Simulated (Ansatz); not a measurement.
MgO:
```xyz
16
Lattice="1.4839 0.8567 19.7921 -1.4839 0.8567 19.7921 0.0000 -1.7135 19.7921" Properties=species:S:1:pos:R:3 pbc="T T T"
Mg     0.0000     0.0000    22.3036
Mg     0.0000     0.0000    37.0727
Mg     0.0000     0.0000    47.0437
Mg     0.0000     0.0000    12.3326
Mg     0.0000     0.0000    54.3530
Mg     0.0000     0.0000     5.0233
Mg     0.0000     0.0000    29.6881
Mg     0.0000     0.0000     0.0000
O      0.0000     0.0000     8.6778
O      0.0000     0.0000    50.6985
O      0.0000     0.0000    26.0336
O      0.0000     0.0000    33.3427
O      0.0000     0.0000    18.5773
O      0.0000     0.0000    40.7990
O      0.0000     0.0000    15.9837
O      0.0000     0.0000    43.3926
```

Relaxed with PBEsol. Special points in fractions of this cell's reciprocal vectors: Γ (0.000, 0.000, 0.000); T (0.500, 0.500, 0.500); H2 (0.832, 0.168, 0.500); H0 (0.500, -0.168, 0.168); L (0.500, 0.000, 0.000); S0 (0.334, -0.334, 0.000); S2 (0.666, 0.000, 0.334); F (0.500, 0.000, 0.500).

Q: List the band energies nearest the valence-band maximum at these points for PBEsol (plane waves, PAW; program Ansatz).

A: In eV from the valence-band maximum; about four levels below and three above (degenerate sets whole), none deeper than 8.9 eV; points with the same levels are listed once.

```csv
k,below,above
Γ,-0.13 -0.13 -0.13 -0.13 -0.02 -0.02 -0.01,4.01 4.85 5.27
T,-0.06 -0.06 -0.04 -0.04,4.09 4.62 5.56
H2,-1.18 -1.18 -1.13 -0.50 -0.49,7.41 7.62 10.23
L,-0.75 -0.72 -0.65 -0.46,6.36 6.61 8.11
F,-0.81 -0.73 -0.70 -0.42,6.35 6.62 8.12
```

Space group R-3m. The first step of the workflow began from a Materials Project structure, measured or hypothetical; the Crystallography Open Database copy checked does not list it. It is not the phase usual at ambient conditions (space group No. 225). Symmetry was held in the PBEsol relaxation; whether a distortion lowers the energy is not shown.

Potentials: the later of the program's two PAW sets.
